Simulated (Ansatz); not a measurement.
CuAu:
```xyz
2
Lattice="1.4296 0.8254 4.1958 -1.4296 0.8254 4.1958 0.0000 -1.6508 4.1958" Properties=species:S:1:pos:R:3 pbc="T T T"
Cu     0.0000     0.0000     6.2938
Au     0.0000     0.0000     0.0000
```

Relaxed with r²SCAN. Special points in fractions of this cell's reciprocal vectors: Γ (0.000, 0.000, 0.000); T (0.500, 0.500, 0.500); H2 (0.808, 0.192, 0.500); H0 (0.500, -0.192, 0.192); L (0.500, 0.000, 0.000); S0 (0.346, -0.346, 0.000); S2 (0.654, 0.000, 0.346); F (0.500, 0.000, 0.500).

### Question
List the band energies nearest the Fermi level at these points for r²SCAN (plane waves, PAW; program Ansatz).

### Answer
In eV from the Fermi level; about four levels below and three above (degenerate sets whole), none deeper than 8.9 eV; … stands for higher levels left out; points with the same levels are listed once.

| k | below | above |
|---|---|---|
| Γ | -2.33 -2.33 -1.62 -1.62 | 0.03 5.18 15.27 |
| T | -2.66 -2.66 -2.26 -2.26 | 13.19 15.69 … |
| H2 | -2.41 -2.36 -1.91 -1.82 | 2.64 2.84 3.83 |
| L | -2.88 -2.45 -2.21 -1.84 | 0.14 1.15 5.93 |
| S0 | -2.44 -2.30 -1.99 -1.83 | 2.39 2.78 3.99 |
| F | -1.72 -1.65 -1.46 -1.17 | 1.29 3.00 6.96 |

Space group R-3m. The workflow started from a Materials Project entry (that database holds measured and hypothetical structures alike); the Crystallography Open Database copy checked does not list it. It is not the phase usual at ambient conditions (space group No. 123). The cell was relaxed with r²SCAN under the symmetry of its start; its stability against distortions is not shown here. The run is not spin-polarised. Scalar-relativistic: spin–orbit coupling is off unless named, which matters more the heavier the elements.

Potentials: the later of the program's two PAW sets.
